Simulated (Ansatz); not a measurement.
Relaxed-ion elastic tensor of ScAg (CsCl type, Pm-3m) in GPa (Voigt order), plane-wave PAW LDA (Ansatz code); density 6.82 g/cm³, 18.61 Å³ per atom.

```
      1     2     3     4     5     6
-  ----  ----  ----  ----  ----  ----
1   125  89.6  89.6   0.0   0.0   0.0
2  89.6   125  89.6   0.0   0.0   0.0
3  89.6  89.6   125   0.0   0.0   0.0
4   0.0   0.0   0.0  49.8   0.0   0.0
5   0.0   0.0   0.0   0.0  49.8   0.0
6   0.0   0.0   0.0   0.0   0.0  49.8
```

**Question.** Is the crystal mechanically stable?

**Answer.** Yes: the smallest eigenvalue of C is 35.9 GPa.

**Question.** Work out the Voigt, Reuss and Hill averages.

**Answer.** K_V = 102, K_R = 102, K_H = 102; G_V = 37.1, G_R = 29.1, G_H = 33.1 GPa.

**Question.** Give Young's modulus, Poisson's ratio, Pugh's ratio and the universal anisotropy index.

**Answer.** E = 9KG/(3K + G) = 89.6 GPa; ν = 0.35; K/G = 3.07 (ductile by the Pugh limit of 1.75); A_U = 5G_V/G_R + K_V/K_R − 6 = 1.37.

**Question.** Estimate the sound speeds and the Debye temperature.

**Answer.** v_l = √((K + 4G/3)/ρ) = 4620 m/s, v_t = √(G/ρ) = 2200 m/s, mean 2480 m/s; Θ = (h/k)(3n/4πV)^(1/3) v_m = 278 K.

**Question.** Give the Zener ratio and Young's modulus along [100], [110] and [111].

**Answer.** A = 2C44/(C11 − C12) = 2.78; 1/E = S11 − 2(S11 − S12 − S44/2)Γ with Γ = 0, 1/4, 1/3 gives 50.8, 92.9, 128 GPa.

**Question.** Solve the Christoffel equation for the three sound speeds along [100], [110], [111].

**Answer.** Eigenvalues of C_ijkl n_j n_l equal ρv². In km/s, slowest first: [100] 2.70, 2.70, 4.29; [110] 1.62, 2.70, 4.80; [111] 2.05, 2.05, 4.96.

The workflow started from a Materials Project entry (that database holds measured and hypothetical structures alike); the Crystallography Open Database files this formula in space group No. 221, but the cells were not matched. Its standing as an ambient phase is unchecked. The cell was relaxed with LDA under the symmetry of its start; of distortions, only those at the zone centre were tested. No spin polarisation was allowed. As this level gives no gap, shear constants depend on the k-mesh and smearing (Fermi–Dirac, 0.1 eV here).

Potentials: the later of the program's two PAW sets.
